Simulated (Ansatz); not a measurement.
The relaxed structure here is a generated cell of WS2: the first start was made by a random draw of sites in a space group, and the end was not matched to a known phase here, so it may be hypothetical. Known forms of WS2 include space group No. 194.

A relaxed structure of WS$_{2}$. Space group Fm-3m (No. 225), fluorite type. These are r2SCAN (plane waves to 500 eV, PAW, scalar-relativistic; Ansatz, an electronic-structure program) values and carry that method's errors.

Space group Fm-3m (No. 225); a = b = c = 5.945 Å, α = β = γ = 90.00°

```json
[
 {"atom": "S", "site": "8c", "symmetry": "-43m", "x": "0.2500", "y": "0.2500", "z": "0.2500"},
 {"atom": "W", "site": "4b", "symmetry": "m-3m", "x": "0.5000", "y": "0.5000", "z": "0.5000"}
]
```
(The calculation used a cell of 3 atoms; values per cell refer to that cell.)

Problem. What magnetic moment does r2SCAN give?

Solution. Net 0.65 μB/atom, ferromagnetic.

Spin state reached: ferromagnetic (net 0.65 μB/atom); other spin orders were not run from this start.

The run could not lose the symmetry of its start: the end is stationary, and may be a saddle point rather than a minimum.
